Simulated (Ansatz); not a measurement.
Input and output of a relaxation of cell and atoms on a 14-atom cell of Si3Ge3N8 built on β-Si3N4 (relaxed group Pm) (the plane-wave code Ansatz, PBE). It starts from a guessed cell.

The input:
```yaml
crystal:
  lattice:
    - [7.69787294, 0.0, 0.0]
    - [0.0, 2.9408538, 0.0]
    - [-3.84893647, 0.0, 6.66655352]
  atoms:
    - { symbol: Si, position: [0.59386372, 0.5, 0.82494615] }
    - { symbol: Si, position: [0.82494615, 0.0, 0.23108243] }
    - { symbol: Si, position: [0.76891757, 0.0, 0.59386372] }
    - { symbol: Ge, position: [0.23108243, 0.5, 0.40613628] }
    - { symbol: Ge, position: [0.17505385, 0.5, 0.76891757] }
    - { symbol: Ge, position: [0.40613628, 0.0, 0.17505385] }
    - { symbol: "N", position: [0.33333334, 0.5, 0.66666667] }
    - { symbol: "N", position: [0.66666666, 0.0, 0.33333333] }
    - { symbol: "N", position: [0.70065891, 0.5, 0.6698534] }
    - { symbol: "N", position: [0.6698534, 0.0, 0.96919449] }
    - { symbol: "N", position: [0.03080551, 0.0, 0.70065891] }
    - { symbol: "N", position: [0.96919449, 0.5, 0.29934109] }
    - { symbol: "N", position: [0.29934109, 0.0, 0.3301466] }
    - { symbol: "N", position: [0.3301466, 0.5, 0.03080551] }
kpoints:
  mp_grid: { grid: [4, 8, 4] }
hamiltonian:
  xc: pbe
scf:
  occupations: { method: fermi_dirac, width: 0.02 }
relax:
  f_tol: 0.005
  cell: {}
```

**Question.** What wall time did it need on 1 × NVIDIA H100 80GB HBM3 with 2 threads of AMD EPYC 7R13 Processor (Zen 3) (shared host), load about 0.8 per core, and how much host memory at the peak?

**Answer.** About 28 s, with a peak of 1.2 GiB.

Output, abridged:
```
Functional definition: PBE
Crystal: 14 atoms, lattice volume = 150.920 Å³
Basis set: ecut = 420 eV, 2943 PW (Γ)
Bands: 61, of which v1, the nominal top of the filled ones, is band 47 counted from 1 (46 counted from 0)
Symmetry: 2 space group operations
Space group: Pm (ITA 6)
k-points: 50 of 128 (time reversal used)
preconditioner: auto → Resta (q_TF=auto, 2.521 Å⁻¹)  ε∞=3.2  [insulator: Δε(μ)=4.032 eV  σ=0.020 eV  ℏωp=29.3 eV]
relax step 1: F+E_penalty+E_count = -17870.24489804 eV  max|allowed force component| = 2.872e0 eV/Å  Δτ_max = 0.0000 Å  P = +20.720 GPa  Ω = 150.920 Å³
relax step 2: F+E_penalty+E_count = -17871.21859784 eV  max|allowed force component| = 1.207e0 eV/Å  Δτ_max = 0.0487 Å  P = +7.847 GPa  Ω = 157.671 Å³
relax step 3: F+E_penalty+E_count = -17871.41638406 eV  max|allowed force component| = 2.537e-1 eV/Å  Δτ_max = 0.0407 Å  P = +0.943 GPa  Ω = 162.063 Å³
relax step 4: F+E_penalty+E_count = -17871.42068365 eV  max|allowed force component| = 1.631e-1 eV/Å  Δτ_max = 0.0581 Å  P = +0.114 GPa  Ω = 162.605 Å³
relax step 5: F+E_penalty+E_count = -17871.42275810 eV  max|allowed force component| = 1.689e-2 eV/Å  Δτ_max = 0.0170 Å  P = -0.015 GPa  Ω = 162.698 Å³
relax step 6: F+E_penalty+E_count = -17871.42285892 eV  max|allowed force component| = 7.503e-3 eV/Å  Δτ_max = 0.0044 Å  P = +0.000 GPa  Ω = 162.690 Å³
relax step 7: F+E_penalty+E_count = -17871.42286165 eV  max|allowed force component| = 8.627e-4 eV/Å  Δτ_max = 0.0007 Å  P = -0.000 GPa  Ω = 162.690 Å³
relax step 8: F+E_penalty+E_count = -17871.47202094 eV  max|allowed force component| = 2.665e-3 eV/Å  Δτ_max = 0.0000 Å  P = +0.457 GPa  Ω = 162.690 Å³  (SCF on a basis re-selected at this cell)
relax step 9: F+E_penalty+E_count = -17871.47158334 eV  max|allowed force component| = 5.312e-3 eV/Å  Δτ_max = 0.0012 Å  P = +0.028 GPa  Ω = 163.025 Å³
relax step 10: F+E_penalty+E_count = -17871.47151739 eV  max|allowed force component| = 7.591e-4 eV/Å  Δτ_max = 0.0005 Å  P = -0.001 GPa  Ω = 163.051 Å³
relax step 11: F+E_penalty+E_count = -17871.47256529 eV  max|allowed force component| = 7.702e-4 eV/Å  Δτ_max = 0.0000 Å  P = +0.003 GPa  Ω = 163.051 Å³  (SCF on a basis re-selected at this cell)
Free energy (F): -17871.472565 eV
Fermi energy:    9.847890 eV
--- Forces (eV/Å), atoms counted from 1 ---
  atom   1  Si    -0.00020      0.00000      0.00013
  atom   2  Si    -0.00028      0.00000    -0.00034
  atom   3  Si      0.00032      0.00000    -0.00048
  atom   4  Ge      0.00049      0.00000    -0.00033
  atom   5  Ge      0.00031      0.00000      0.00013
  atom   6  Ge    -0.00018      0.00000      0.00005
  atom   7  N     -0.00038      0.00000      0.00027
  atom   8  N     -0.00010      0.00000      0.00028
  atom   9  N       0.00030      0.00000      0.00013
  atom  10  N       0.00044      0.00000    -0.00062
  atom  11  N       0.00044      0.00000      0.00039
  atom  12  N     -0.00020      0.00000    -0.00044
  atom  13  N     -0.00071      0.00000      0.00005
  atom  14  N     -0.00025      0.00000      0.00077
--- Stress (GPa, compression-positive) ---
        0.006086       0.000000       0.001406
        0.000000       0.001004       0.000000
        0.001407       0.000000       0.003167
  P = ⅓ Tr σ = 0.0034 GPa (0.034 kbar)
--- Relaxed structure (9 steps of the walk, 9 accepted, 2 SCFs on fresh bases) ---
  F+E_penalty+E_count = -17871.47256529 eV   max|allowed force component| = 7.702e-4 eV/Å
  cell:  # Å, volume = 163.0505 Å³
    - [7.908354, 0.000000, 0.016459]
    - [0.000000, 3.019207, 0.000000]
    - [-3.939923, 0.000000, 6.820581]
  atoms:
    - { symbol: Si, position: [0.597481, 0.500000, 0.827727] }
    - { symbol: Si, position: [0.822457, 0.000000, 0.229340] }
    - { symbol: Si, position: [0.764316, 0.000000, 0.594535] }
    - { symbol: Ge, position: [0.228072, 0.500000, 0.404058] }
    - { symbol: Ge, position: [0.169185, 0.500000, 0.764621] }
    - { symbol: Ge, position: [0.414083, 0.000000, 0.175672] }
    - { symbol: N, position: [0.343309, 0.500000, 0.673212] }
    - { symbol: N, position: [0.679190, 0.000000, 0.342370] }
    - { symbol: N, position: [0.697445, 0.500000, 0.668716] }
    - { symbol: N, position: [0.672753, 0.000000, 0.969566] }
    - { symbol: N, position: [0.017403, 0.000000, 0.699804] }
    - { symbol: N, position: [0.957205, 0.500000, 0.295252] }
    - { symbol: N, position: [0.297931, 0.000000, 0.326447] }
    - { symbol: N, position: [0.339169, 0.500000, 0.028682] }
```

In 9 steps the volume changed by +8.0 %; between the first SCF and the last, each on a basis chosen for its cell, the energy fell by 87.7 meV an atom. At the end: it is monoclinic, Pm (No. 6); conventional cell a = 7.877 Å, b = 3.019 Å, c = 7.905 Å, β = 119.9°, 11.65 Å³ an atom. Around Si lie 4 N at 1.76–1.79 Å; around Si lie 4 N at 1.76–1.78 Å; around Si lie 4 N at 1.74–1.79 Å; around Ge lie 4 N at 1.82–1.87 Å; around Ge lie 4 N at 1.83–1.84 Å; around Ge lie 4 N at 1.81–1.84 Å; around N lie 1 Si at 1.76 Å and 2 Ge at 1.84 Å; around N lie 2 Si at 1.75–1.76 Å and 1 Ge at 1.84 Å (further sites aren't listed).

Simulation only: spin-unpolarised, and no claim that this is the phase found in nature.
